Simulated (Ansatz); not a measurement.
**Guessed and relaxed cells of Sc3Te**

A trial structure of Sc3Te was built thus: random cell by space group and Wyckoff sites (P-6m2, No. 187). Its size is a rough estimate.

start.cif

```cif
data_structure
_symmetry_space_group_name_H-M 'P 1'
_symmetry_Int_Tables_number 1
_cell_length_a 4.0370
_cell_length_b 4.0370
_cell_length_c 6.8096
_cell_angle_alpha 90.000
_cell_angle_beta 90.000
_cell_angle_gamma 120.000
_cell_volume 96.11
loop_
_atom_site_label
_atom_site_type_symbol
_atom_site_fract_x
_atom_site_fract_y
_atom_site_fract_z
_atom_site_occupancy
Sc1 Sc 0.66667 0.33333 0.16889 1
Sc2 Sc 0.66667 0.33333 0.83111 1
Sc3 Sc 0.33333 0.66667 0.00000 1
Te1 Te 0.66667 0.33333 0.50000 1
```

Theory: Ansatz, DFT PBE, scalar-relativistic, plane waves, PAW. Cutoff 420 eV, Gaussian smearing, Γ-centred meshes. Cell and atoms relax first on a coarse mesh and then on a finer one. In between, the cell is made exact in the group found at 0.06 Å. In metals the finer mesh still leaves noise of several meV/atom or more. The steps can't lower the symmetry of their start. No spin polarisation.

end.cif

```cif
data_structure
_symmetry_space_group_name_H-M 'P 1'
_symmetry_Int_Tables_number 1
_cell_length_a 3.4432
_cell_length_b 3.4432
_cell_length_c 10.6650
_cell_angle_alpha 90.000
_cell_angle_beta 90.000
_cell_angle_gamma 120.000
_cell_volume 109.50
loop_
_atom_site_label
_atom_site_type_symbol
_atom_site_fract_x
_atom_site_fract_y
_atom_site_fract_z
_atom_site_occupancy
Sc1 Sc 0.66667 0.33333 0.23229 1
Sc2 Sc 0.66667 0.33333 0.76771 1
Sc3 Sc 0.33333 0.66667 0.00000 1
Te1 Te 0.66667 0.33333 0.50000 1
```

The symmetry stays P-6m2 (No. 187). The volume per atom grows by 13.9 %, from 24.0 to 27.4 Å³. The shortest distance goes from 2.25 Å (Sc–Te) to 2.86 Å (Sc–Te). The ratio c/a of the conventional cell changes by a factor of 1.84. The energy falls by about 2.0 eV/atom (the start's value is from the coarse mesh).

```json
{"Volume per atom": "27.38 Å³", "Density": "3.98 g/cm³", "Formation energy": "+0.01 eV/atom", "Gap on the 18×18×6 mesh of the 4-atom cell": "0 eV (a metal)"}
```

The zero of energy is the elements' standard structures at the same level; no fitted shifts are applied. The formation energy is too near zero to say whether this cell lies below the elements.

The last run used Gaussian smearing of 0.10 eV. The k mesh leaves some 4 meV/atom of noise in the energy of each metallic cell. These runs have no spin–orbit coupling, which can matter for Te. The cell is a metal run without spin; a magnetic state may lie lower. The reference form of Te is held partly by dispersion forces, which this level lacks. A later test with randomly moved atoms led to a structure 406 meV/atom lower, so this end is a saddle point or a shallow minimum. In all, the 3 runs took 5.6 min on 1 thread of Intel(R) Xeon(R) Platinum 8259CL CPU @ 2.50GHz (Skylake/Cascade Lake), on a shared host.
